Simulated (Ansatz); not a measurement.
Zone-centre phonons of Al3Cu2: input and output

These are results of DFT LDA, scalar-relativistic, plane waves, PAW in Ansatz, not measurements.

Launched with:
```bash
ansatz run input.yaml --threads 2 --pin off --max-ram 7168MiB --backend cpu --events-out ev --progress --plain --runs-dir out
```

Input (bare energies are in eV):
```yaml
crystal:
  lattice:
    - [4.0581130379, 0.0, 0.0]
    - [-2.029056519, 3.5144289823, 0.0]
    - [0.0, 0.0, 4.9352252396]
  atoms:
    - { symbol: Al, position: [0.0, 0.0, 0.0] }
    - { symbol: Al, position: [0.3333333333, 0.6666666667, 0.3510831168] }
    - { symbol: Al, position: [0.6666666667, 0.3333333333, 0.6489168832] }
    - { symbol: Cu, position: [0.3333333333, 0.6666666667, 0.8420193836] }
    - { symbol: Cu, position: [0.6666666667, 0.3333333333, 0.1579806164] }
basis:
  ecutwfc: 420
kpoints:
  mp_grid: { grid: [12, 12, 8] }
hamiltonian:
  xc: lda
scf:
  occupations: { method: fermi_dirac, width: 0.15 }
output:
  eigenvalues: true
phonons:
  method: dfpt
  eigenvectors: true
```

Results section of the output:
```
--- Phonons (Γ-DFPT): 6 representative perturbations + reference, on 320 of 1152 k-points (Σ response iterations 22) ---
  k mesh reduced under 2 symmetry operations, with k and −k counted as one. Each operation leaves every solved perturbation unchanged. A smaller set is not used because it would not reduce the number of displacements ...
  ASR residual: 4.407e-4 → 0.000e0 eV/Å²; symmetrization residual: 5.142e-6 eV/Å²
  ASR residual per site (eV/Å²): 4.76e-5 2.19e-5 2.19e-5 4.41e-4 4.41e-4
  Γ frequencies (cm⁻¹): 0.00 0.00 0.00 126.47 126.47 157.16 189.24 205.24 205.24 277.29 277.29 327.25 327.25 328.82 361.89
  non-analytic LO–TO correction: not included (Born effective charges unavailable; polar crystals: no LO–TO splitting at Γ)
```

It took 5 min on 2 threads of Arm Neoverse V1, with other jobs on the host, peak memory 2.2 GiB.

In a metal, frequencies and elastic constants depend on the k mesh and the smearing, soft modes and shear constants most.